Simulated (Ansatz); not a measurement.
SnGe$_{3}$:
Space group I4/mmm (No. 139); a = 4.3940 Å, b = 4.3940 Å, c = 8.5029 Å, α = 90.00°, β = 90.00°, γ = 90.00°

| atom | site | symmetry | x | y | z |
|---|---|---|---|---|---|
| Sn | 2a | 4/mmm | 0.0000 | 0.0000 | 0.0000 |
| Ge | 4d | -4m2 | 0.0000 | 0.5000 | 0.2500 |
| Ge | 2b | 4/mmm | 0.0000 | 0.0000 | 0.5000 |
(The calculation used a cell of 4 atoms; values per cell refer to that cell.)

Relaxed at zero pressure with PBEsol in the plane-wave PAW code Ansatz.

**Question.** The volume is lowered by 9 % and shape and atoms relax at that volume. What pressure results, and how do the axes share the change?

**Answer.** 8.0 GPa; a -3.3 %, b -3.3 %, c -2.8 %; the energy rises by 42 meV/atom.

**Question.** Give the new structure.

**Answer.** 
Space group I4/mmm (No. 139); a = 4.251 Å, b = 4.251 Å, c = 8.267 Å, α = 90.00°, β = 90.00°, γ = 90.00°

| atom | site | symmetry | x | y | z |
|---|---|---|---|---|---|
| Sn | 2a | 4/mmm | 0.0000 | 0.0000 | 0.0000 |
| Ge | 4d | -4m2 | 0.0000 | 0.5000 | 0.2500 |
| Ge | 2b | 4/mmm | 0.0000 | 0.0000 | 0.5000 |

The phase is kept; no other phase was compared at this pressure.

The workflow started from a Materials Project entry (that database holds measured and hypothetical structures alike); the Crystallography Open Database copy checked does not list it. Whether it is the stable phase at ambient conditions was not checked. The cell was relaxed with PBEsol under the symmetry of its start; phonons show weakly imaginary modes. Its formation energy is positive at this level, so the cell may be metastable or incomplete. Spin–orbit coupling is left out wherever it is not named.

Potentials: the later of the program's two PAW sets.
